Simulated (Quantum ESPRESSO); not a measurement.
# Si2PO5N: convergence and cost over cutoff and k mesh

A calculation, not a measurement. The program is pw.x of Quantum ESPRESSO 7.5 (plane-wave density functional theory). The cell is made up: 9 atoms on a quartz lattice, with randomly drawn elements, strain and displacements, not relaxed. PseudoDojo standard norm-conserving files (v0.5 for PBE, v0.4.1 for LDA and PBEsol) set the functional; there is no spin polarisation, spin-orbit coupling or dispersion term, and the masses in the input are unused placeholders.

Input of the run in row 2:

```
&control calculation='scf', pseudo_dir='./dojo.nc.sr.pbe.v0_5.standard.upf', outdir='./o', disk_io='low', tprnfor=.true., tstress=.true. /
&system ibrav=0, nat=9, ntyp=4, nbnd=30, ecutwfc=84.00895049, nosym=.true., tot_charge=0,
 occupations='smearing', smearing='fd', degauss=0.0018374661
/
&electrons conv_thr=7.350e-09, electron_maxstep=60, /
ATOMIC_SPECIES
N 1.0 N.upf
O 1.0 O.upf
P 1.0 P.upf
Si 1.0 Si.upf
CELL_PARAMETERS angstrom
5.0961 0.0 0.0
-2.548 4.4133 0.0
0.0 0.0 5.6244
ATOMIC_POSITIONS angstrom
Si 2.4115 0.0465 3.7381
P -1.2169 2.0997 1.8558
Si 1.3495 2.2917 0.0197
O 1.5305 1.1912 4.5552
O 3.2717 0.693 2.5615
O 2.8051 2.6008 0.7326
O 0.2444 1.775 1.2583
O -1.0888 3.1399 2.9893
N 0.8257 3.6335 4.8854
K_POINTS automatic
5 5 4 1 1 1
```

The same cell was run at these settings. Meshes are shifted by half a step, and differences are from the last row, which is itself not exact.

| cutoff (eV) | k mesh | k points solved | threshold (eV) | free energy less the last row's (eV) | pressure (GPa) | largest stress difference (GPa) | largest force difference (eV/Å) | iterations | wall time (s) | k-point pools | processor |
| --- | --- | --- | --- | --- | --- | --- | --- | --- | --- | --- | --- |
| 800 | 2 x 2 x 2 | 4 | 1e-04 | 0.818 | -15.28 | 7.12 | 0.031 | 10 | 18 | 4 | Intel Xeon, older |
| 1143 | 5 x 5 x 4 | 50 | 1e-07 | 0.002 | -8.20 | 0.02 | 0.002 | 13 | 157 | 4 | Intel Xeon, older |
| 1437 | 7 x 7 x 6 | 147 | 1e-07 | 0.000 | -8.18 | 0.00 | 0.000 | 13 | 581 | 4 | Intel Xeon, older |

Each pool is one process. Wall times include start-up and a band step at six k points, which weighs most on the coarsest meshes. The runs were on shared virtual cores whose load varied, so times are rough.